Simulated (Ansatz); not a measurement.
Relaxed-ion elastic tensor of Be (diamond, Fd-3m) in GPa (Voigt order), DFT-r²SCAN in the program Ansatz with PAW potentials; density 1.00 g/cm³, 14.99 Å³ per atom.

|  | 1 | 2 | 3 | 4 | 5 | 6 |
|---|---|---|---|---|---|---|
| 1 | 2.7 | 63.0 | 63.0 | 0.0 | 0.0 | 0.0 |
| 2 | 63.0 | 2.7 | 63.0 | 0.0 | 0.0 | 0.0 |
| 3 | 63.0 | 63.0 | 2.7 | 0.0 | 0.0 | 0.0 |
| 4 | 0.0 | 0.0 | 0.0 | -65.3 | 0.0 | 0.0 |
| 5 | 0.0 | 0.0 | 0.0 | 0.0 | -65.3 | 0.0 |
| 6 | 0.0 | 0.0 | 0.0 | 0.0 | 0.0 | -65.3 |

Problem. Is the crystal mechanically stable?

Solution. No: the smallest eigenvalue of C is -65.3 GPa.

A made-up cell: these elements were put on the sites of a structure type; neither database checked (COD, Materials Project) lists it. It is not the phase usual at ambient conditions (space group No. 194). The cell was relaxed with r²SCAN under the symmetry of its start. At this level the phase is mechanically unstable. As this level gives no gap, shear constants depend on the k-mesh and smearing (Fermi–Dirac, 0.1 eV here).

Potentials: the later of the program's two PAW sets.
